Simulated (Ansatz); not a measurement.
**Bi2Te2PbS2: ²⁰⁹Bi NMR of the central transition**

Cell: a COD entry (perhaps calculated rather than measured) whose atoms were relaxed with PBE, the cell held.

Space group R-3m:H (No. 166); a = 4.2722, c = 80.7301 Å, γ = 120.00°.

```
site  Wyckoff  site symmetry       x       y       z
 Bi1       6c             3m  0.0000  0.0000  0.9363
 Bi3       6c             3m  0.0000  0.0000  0.1452
 Te5       6c             3m  0.0000  0.0000  0.5808
 Te7       6c             3m  0.0000  0.0000  0.7897
  Pb       6c             3m  0.0000  0.0000  0.6456
 S11       6c             3m  0.0000  0.0000  0.2913
 S13       3a            -3m  0.0000  0.0000  0.0000
 S14       3b            -3m  0.0000  0.0000  0.5000
```

One atom of each set is listed; the run and its k-mesh use a cell of 14 atoms with edges of 27.02, 27.02, 27.02 Å.

Level of theory: DFT, r2SCAN, plane waves and PAW, scalar-relativistic, 500 eV cutoff, Γ-centred 8×8×8 k-points, Fermi–Dirac smearing 0.02 eV (Ansatz 0.2.0).

²⁰⁹Bi has I = 9/2 and Q = -516.0 mb (Pyykkö 2018); at 14.1 T its Larmor frequency is ν₀ = 98.2 MHz (from the bare nuclear moment; shielding lowers the observed one by a per cent or two). Only the quadrupole interaction is simulated: positions count from each site's isotropic chemical shift, and J coupling is left out, as are shift anisotropy and dipolar coupling, which fast spinning averages.

The Bi sites: Bi1 (2 atoms; 3 S at 3.02 Å, 3 Te at 3.05 Å); Bi3 (2 atoms; 3 S at 3.01 Å, 3 Te at 3.05 Å).

Fitted components of the simulated spectrum:

```tsv
component	|C_Q| (MHz)	η
A	9.40	0.00
B	11.2	0.00
```

Q: Which site most likely gives which component?

A: By the calculation, A is Bi3, B is Bi1. An axis of threefold or higher order runs through Bi3 and Bi1, so V_zz lies along it and η is zero.

Spin–orbit coupling is left out, which shifts gradients on Bi by a few per cent in wide-gap crystals, and can shift them far more where the calculated gap is small or absent, as here. Newer work puts Q(²⁰⁹Bi) near −420 mb, which would lower these couplings by about a fifth. With a gap of 0.6 eV on this mesh, small gradients can still move by 0.1 × 10²¹ V/m² or more as the k-mesh gets denser.
